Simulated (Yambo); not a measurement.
Yambo run on NaAlS₂O₈ (space group C2/m, No. 12). The wavefunctions are LDA (Quantum ESPRESSO, PseudoDojo norm-conserving, 88 Ry, without SOC) ones on a 2×2×2 mesh (36 occupied bands); a = b = 4.7108 Å, c = 7.3088 Å, α = β = 92.54°, γ = 65.06°.

Yambo input:

```
rim_cut
gw0
dyson
el_el_corr
HF_and_locXC
ppa
em1d
RandQpts= 1000000
RandGvec= 1 Ry
FFTGvecs= 20 Ry
EXXRLvcs= 88 Ry
VXCRLvcs= 352 Ry
Chimod= "HARTREE"
% BndsRnXp
 2 | 222 |
%
NGsBlkXp= 7 Ry
% LongDrXp
 1.0 | 1.0 | 1.0 |
%
PPAPntXp= 27.2114 eV
% GbndRnge
 1 | 222 |
%
GTermKind= "BG"
DysSolver= "n"
ExtendOut
% QPkrange
 1 | 1 | 36 | 37 |
 5 | 5 | 36 | 36 |
%
```

k points by index: 1 = Γ, 5 = (-0.5, -0.5, 0).

Table of the .qp output:

```
#    K-point    Band    Eo [eV]    E [eV]    E-Eo [eV]    Vxc [eV]    Vnlxc [eV]    Sc|Eo [eV]    Sc|E [eV]    dSc/dw|Eo [eV]    Re(Z)    Im(Z)
#
    1    36    -0.151123    -1.645812    -1.494689    -19.19240    -24.54986    3.560605    3.862778    -5.500809    0.831841    -0.990495E-3
    1    37    5.397579    7.024718    1.627140    -12.58866    -7.328763    -3.388135    -3.632755    -4.090702    0.869315    -0.735242E-3
    5    36    0.000000    -1.496795    -1.496795    -19.18045    -24.44745    3.468933    3.770201    -5.476612    0.832457    -0.998248E-3
```
(The two width columns are left out.) Convergence of these settings isn't established.

Geometry of the Materials Project entry, not relaxed at this level.

The structure is a Materials Project entry; no match was found in the copy of COD used, and its stability was not checked.
